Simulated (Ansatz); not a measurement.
ZnGeP₂:
```
CELL_PARAMETERS angstrom
     -2.71198     2.71198     5.35491
      2.71198    -2.71198     5.35491
      2.71198     2.71198    -5.35491
ATOMIC_POSITIONS crystal
  Zn 0.75000 0.25000 0.50000
  Zn 0.00000 0.00000 0.00000
  Ge 0.25000 0.75000 0.50000
  Ge 0.50000 0.50000 0.00000
  P  0.12666 0.12500 0.50166
  P  0.62334 0.62500 0.49834
  P  0.37500 0.87334 0.99834
  P  0.87500 0.37666 0.00166
```

Relaxed with PBEsol. Special points in fractions of this cell's reciprocal vectors: Γ (0.000, 0.000, 0.000); X (0.000, 0.000, 0.500); P (0.250, 0.250, 0.250); N (0.000, 0.500, 0.000); M (0.500, 0.500, -0.500); S (0.314, 0.686, -0.314); S0 (-0.314, 0.314, 0.314); R (-0.128, 0.128, 0.500); G (0.500, 0.500, -0.128).

Problem. List the band energies nearest the valence-band maximum at these points for PBEsol with spin–orbit coupling (plane waves, PAW; program Ansatz).

Solution. In eV from the valence-band maximum; about four levels below and three above (degenerate sets whole), none deeper than 8.9 eV; points with the same levels are listed once.

```csv
k,below,above
Γ,-0.06 -0.06 0.00 0.00,1.23 1.23 1.37 1.37
X,-0.79 -0.79 -0.79 -0.79,1.15 1.15 1.15 1.15
P,-1.16 -1.16 -1.16 -1.15,1.80 1.80 1.80 1.81
N,-1.71 -1.71 -1.03 -1.03,2.36 2.36 2.45 2.45
M,-1.43 -1.43 -1.43 -1.43,1.11 1.11 1.11 1.11
S,-1.22 -1.20 -0.92 -0.90,1.30 1.30 2.40 2.40
R,-1.16 -1.16 -1.14 -1.14,1.54 1.54 1.55 1.55
```

Space group I-42d (chalcopyrite). Symmetry was held in the PBEsol relaxation.

Potentials: the later of the program's two PAW sets.
